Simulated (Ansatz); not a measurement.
Relaxed candidate structures of Bi2Te3:

A. P4₂nm (No. 102), tP10; a = b = 6.549 Å, c = 8.216 Å, α = β = γ = 90.00°; Bi 4c (0.311, 0.311, 0.669); Te 4b (0.000, 0.500, 0.399); Te 2a (0.000, 0.000, 0.548)

B. P-3m1 (No. 164), hP5; a = 4.3523 Å, b = 4.3523 Å, c = 10.5662 Å, α = 90.00°, β = 90.00°, γ = 120.00°; Te 1a (0.000, 0.000, 0.000); Te 2d (0.667, 0.333, 0.355); Bi 2d (0.333, 0.667, 0.192)

C. P4/mbm (No. 127), tP10; a = b = 8.6461 Å, c = 4.1061 Å, α = β = γ = 90.00°; Te 2a (0.000, 0.000, 0.000); Te 4h (0.141, 0.359, 0.500); Bi 4g (0.325, 0.175, 0.000)

Q: Order them by energy per atom (lowest first) at the level PBEsol (plane waves to 420 eV, PAW, scalar-relativistic; Ansatz, an electronic-structure program).

A: B (reference, the lowest among the structures calculated here), C (+0.17 eV/atom), A (+0.22 eV/atom)

Q: Which candidates are metallic at this level, and what gaps do the others have?

A: No gap: A, C. B: 0.47 eV (no spin-orbit coupling).

Each run could gain symmetry but not lose that of its start, so entries can be saddle points. Known forms of Bi2Te3 include space group No. 166. That form is not among the structures calculated here. All of these are generated cells (placed on structure types, drawn at random, substituted or restacked) that were not matched to a known phase here. Energies are at zero temperature and pressure, without zero-point motion. No spin polarisation in the result. Without spin-orbit coupling the bands of the heavy element are not split, so the gap can be far off.
